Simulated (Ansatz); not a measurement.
TiRu (CsCl type, Pm-3m) under volume change, the program Ansatz at the PBEsol level (PAW), scaled uniformly.

```json
[
 {"V (Å³/atom)": "12.854", "E − E(relaxed) (meV/atom)": "98.4", "P (GPa)": "27.00"},
 {"V (Å³/atom)": "13.278", "E − E(relaxed) (meV/atom)": "41.3", "P (GPa)": "16.49"},
 {"V (Å³/atom)": "13.701", "E − E(relaxed) (meV/atom)": "9.8", "P (GPa)": "7.58"},
 {"V (Å³/atom)": "14.125", "E − E(relaxed) (meV/atom)": "0.0", "P (GPa)": "0.00"},
 {"V (Å³/atom)": "14.549", "E − E(relaxed) (meV/atom)": "8.8", "P (GPa)": "-6.47"},
 {"V (Å³/atom)": "14.973", "E − E(relaxed) (meV/atom)": "33.4", "P (GPa)": "-11.99"},
 {"V (Å³/atom)": "15.396", "E − E(relaxed) (meV/atom)": "71.5", "P (GPa)": "-16.70"}
]
```

**Question.** What does a third-order Birch–Murnaghan fit give for V₀, B₀ and B′?

**Answer.** V₀ = 14.12 Å³/atom, B₀ = 233 GPa, B′ = 4.3.

The workflow started from an entry of the Crystallography Open Database (COD). Its standing as an ambient phase is unchecked. Symmetry was held in the PBEsol relaxation; its stability against distortions is not shown here. No spin polarisation was allowed.

Potentials: the later of the program's two PAW sets.
